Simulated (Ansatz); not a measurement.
Ag (fcc, Cu type)

```
Ag
1.0
    0.00000     2.07459     2.07459
    2.07459     0.00000     2.07459
    2.07459     2.07459     0.00000
Ag
1
Cartesian
  0.00000   0.00000   0.00000
```

The slice is a {110} plane (indices of the conventional cell) through the point (0.000, 0.000, 0.000) (fractional), spanned by u = [100] and v = [1 -1 -1] in vectors of this cell: u (2.93 Å) and v (4.15 Å, at 90° to u). It covers one period; positions are fractions (u, v).

Computed with PBE (plane waves to 420 eV, PAW, scalar-relativistic; Ansatz, a quantum-chemistry and plane-wave program). k mesh 19×19×19. These are valence fields of a PAW run, semicore shells included where kept as valence: close to a nucleus they are smooth pseudo fields. Ag was relaxed with its symmetry unable to fall. The PAW data are Ansatz's earlier set.

Three fields on this plane, each scaled to ten steps between its own extremes (0 low, 9 high; the total valence density on a logarithmic scale, the potential cut 8 eV below its top; x marks points blanked near nuclei; v = 0 in the bottom row):

Map A
```
|xxxxxxx9644469xxxxxx|
|xxxxxxx8644468xxxxxx|
|xxxxxxx7543457xxxxxx|
|xxxxxx964333469xxxxx|
|xxxxx97533233579xxxx|
|xxxx9754322234579xxx|
|99876543222223456789|
|66554332222222334556|
|33333222222222223333|
|22222222333332222222|
|11111223333333221111|
|00011223344433221100|
|00001223344433221000|
|00001223444443221000|
|00001223344433221000|
|00011223344433221100|
|11111223333333221111|
|22222222333332222222|
|33333222222222223333|
|66554332222222334556|
|99876543222223456789|
|xxxx9754322234579xxx|
|xxxxx97533233579xxxx|
|xxxxxx964333469xxxxx|
|xxxxxxx7543457xxxxxx|
|xxxxxxx8644468xxxxxx|
|xxxxxxx9644469xxxxxx|
|xxxxxxx9654569xxxxxx|
```

Map B
```
|xxxxxxx9200029xxxxxx|
|xxxxxxx7200027xxxxxx|
|xxxxxxx5111115xxxxxx|
|xxxxxx721222127xxxxx|
|xxxxx83123332138xxxx|
|xxxx7311234321137xxx|
|99742112344432112479|
|22211112344432211122|
|00001122333332211000|
|00001122222222211000|
|00001111111111111000|
|00000111000001110000|
|00000000000000000000|
|00000000000000000000|
|00000000000000000000|
|00000111000001110000|
|00001111111111111000|
|00001122222222211000|
|00001122333332211000|
|22211122344432111122|
|99742112344432112479|
|xxxx7311234321137xxx|
|xxxxx83123332138xxxx|
|xxxxxx721222127xxxxx|
|xxxxxxx5111115xxxxxx|
|xxxxxxx7200027xxxxxx|
|xxxxxxx9200029xxxxxx|
|xxxxxxx9200029xxxxxx|
```

Map C
```
|xxxxxxx0356530xxxxxx|
|xxxxxxx0466640xxxxxx|
|xxxxxxx1567651xxxxxx|
|xxxxxx046777640xxxxx|
|xxxxx02577877530xxxx|
|xxxx0356788876530xxx|
|00024567888887654200|
|44456778888888776544|
|66777788888888877776|
|88888888777778888888|
|99998887777777888999|
|99998887766677888999|
|99999877666667789999|
|99999877666667789999|
|99999877666667789999|
|99998887766677888999|
|99998887777777888999|
|88888888777778888888|
|66777788888888877776|
|44456778888888776544|
|00024567888887654200|
|xxxx0356788876530xxx|
|xxxxx03577877520xxxx|
|xxxxxx046777640xxxxx|
|xxxxxxx1567651xxxxxx|
|xxxxxxx0466640xxxxxx|
|xxxxxxx0356530xxxxxx|
|xxxxxxx0356530xxxxxx|
```

Q: Assign the maps to these fields: electron localisation function (ELF); valence electron density; electrostatic potential energy of an electron, from the cell's mean.

A: A is the valence electron density; B is the electron localisation function (ELF); C is the electrostatic potential energy of an electron, from the cell's mean.
